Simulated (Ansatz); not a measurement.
### Question
C in space group P6_3/mmc (No. 194; C on 6h) is relaxed with r²SCAN (plane waves, PAW; program Ansatz). What lattice parameters of the conventional cell result?

### Answer
a = 4.436 Å, c = 2.522 Å.

### Question
Give the free coordinates with the occupied sites.

### Answer
In one choice of origin and axes:

| atom | site | symmetry | x | y | z |
|---|---|---|---|---|---|
| C | 6h | mm2 | 0.1042 | 0.5521 | 0.2500 |

### Question
Is it a metal or does it have a gap at this level?

### Answer
A gap of 2.44 eV, direct.

The start of the workflow was typed in or built on a structure type. Its sites differ from those of the usual phase in this space group: another stacking or structure type. The cell was relaxed with r²SCAN under the symmetry of its start; whether a distortion lowers the energy is not shown.

Potentials: the earlier of the program's two PAW sets.
